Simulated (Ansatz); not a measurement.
PtS2, 1T layer, relaxed and computed with two functionals in Ansatz (plane waves, PAW).

```
functional       a (Å)  thickness (Å)    gap (eV)     IP (eV)
----------  ----------  -------------  ----------  ----------
LDA              3.513           2.42        1.75        6.53
PBE         (withheld)     (withheld)  (withheld)  (withheld)
```

Q: Fill in the missing entries.

A: 
- PBE, a (Å): 3.575
- PBE, thickness (Å): 2.46
- PBE, gap (eV): 1.76
- PBE, IP (eV): 6.36

All cells were relaxed under the symmetry of their starts (and spin orders); stability against distortions was not tested throughout. Rows with no word on spin ran without spin polarisation. Scalar-relativistic: spin–orbit coupling is off unless named, which matters more the heavier the elements.

Potentials: the later of the program's two PAW sets.

Ansatz (a program for electronic structure) is a plane-wave DFT program.
